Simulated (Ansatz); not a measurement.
## Data sheet: Sb (DFT)

Sb:
```cif
data_Sb2
_chemical_formula_sum 'Sb2'
_space_group_name_H-M_alt 'P 1'
_space_group_IT_number 1
_cell_length_a 4.94408
_cell_length_b 4.94408
_cell_length_c 4.94408
_cell_angle_alpha 60.000
_cell_angle_beta 60.000
_cell_angle_gamma 60.000
loop_
_space_group_symop_operation_xyz
  'x, y, z'
loop_
_atom_site_label
_atom_site_type_symbol
_atom_site_fract_x
_atom_site_fract_y
_atom_site_fract_z
_atom_site_occupancy
Sb1 Sb 0.00000 0.00000 0.00000 1
Sb2 Sb 0.25000 0.25000 0.25000 1
```

Space group Fd-3m (No. 227), diamond; conventional cell a = b = c = 6.992 Å, α = β = γ = 90.00°.

Method: PBE (plane waves, PAW; program Ansatz). The cell and atoms are relaxed at this level. Other levels are named where they apply.

**Cell and energy**

```
Item                 Result
---------------  ----------
Volume per atom    42.73 Å³
Density          4.73 g/cm³
```

**Electronic structure**

```
Property                                                                    Result
------------------------------------  --------------------------------------------
Electronic character                                             metallic (no gap)
Density of states at the Fermi level  0.53 states/eV per atom (mean over ±0.08 eV)
Gap with spin–orbit coupling                                       none (metallic)
```

**Mechanics**

```
Property                              Result
----------------------------------  --------
Bulk modulus (Birch–Murnaghan fit)  31.2 GPa
Pressure derivative B′                   3.9
```

The start of the workflow was typed in or built on a structure type; neither database checked (COD, Materials Project) lists it. It is not the phase usual at ambient conditions (space group No. 166). The PBE relaxation kept the symmetry of its start; whether a distortion lowers the energy is not shown. Spin–orbit coupling is left out wherever it is not named.

Potentials: the later of the program's two PAW sets.
